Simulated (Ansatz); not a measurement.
**Ti (hcp, Mg type): energy over volume and axial ratio**

Ti (hcp, Mg type)

```xyz
2
Lattice="2.9004 0.0000 0.0000 -1.4502 2.5118 0.0000 0.0000 0.0000 4.5902" Properties=species:S:1:pos:R:3 pbc="T T T"
Ti     0.0000     1.6745     3.4427
Ti     1.4502     0.8373     1.1476
```

Two coordinates are scanned: the volume, and the ratio of the stretch along z (the conventional c axis) to the stretch across it. Atoms keep their fractional coordinates.

Calculation: PBEsol (plane waves to 420 eV, PAW, scalar-relativistic; Ansatz, a program for electronic structure). k mesh 18×18×10 (Γ-centred), Fermi-Dirac smearing 0.05 eV. The energy includes the smearing's −TS. Stress and pressure are positive under compression. With partly filled bands, the response to shear is sensitive to the k mesh, so small differences along c/a are uncertain. The PAW data are Ansatz's earlier set. Ti is run without spin polarisation. Ti was relaxed with its symmetry unable to fall. ΔE is measured from the relaxed starting cell.

ΔE (kJ/mol of atoms), with V/V₀ across and (c/a)/(c/a)₀ down:

```
(c/a)/(c/a)₀ \ V/V₀  0.960  0.980  1.000  1.020  1.040
-------------------  -----  -----  -----  -----  -----
0.880                  7.0    6.2    5.8    5.9    6.4
0.940                  2.6    1.7    1.5    1.6    2.3
1.000                  1.0    0.3    0.0    0.2    0.9
1.060                  2.3    1.5    1.3    1.5    2.2
1.120                  5.6    4.8    4.6    4.8    5.5
```

σxx (GPa), with V/V₀ across and (c/a)/(c/a)₀ down:

```csv
(c/a)/(c/a)₀ \ V/V₀,0.960,0.980,1.000,1.020,1.040
0.880,1.5,-1.1,-3.5,-5.6,-7.5
0.940,3.0,0.3,-2.1,-4.3,-6.3
1.000,5.2,2.5,0.0,-2.3,-4.3
1.060,7.3,4.6,2.1,-0.2,-2.3
1.120,8.9,6.2,3.7,1.4,-0.7
```

What the scan shows:

Lowest place on the grid: V/V₀ = 1.000, (c/a)/(c/a)₀ = 1.000 (0 meV/atom). Highest place on the grid: V/V₀ = 0.960, (c/a)/(c/a)₀ = 0.880 (73 meV/atom).

(Under strain, the slope of the energy per volume gives the stress and its curvature an elastic modulus.)
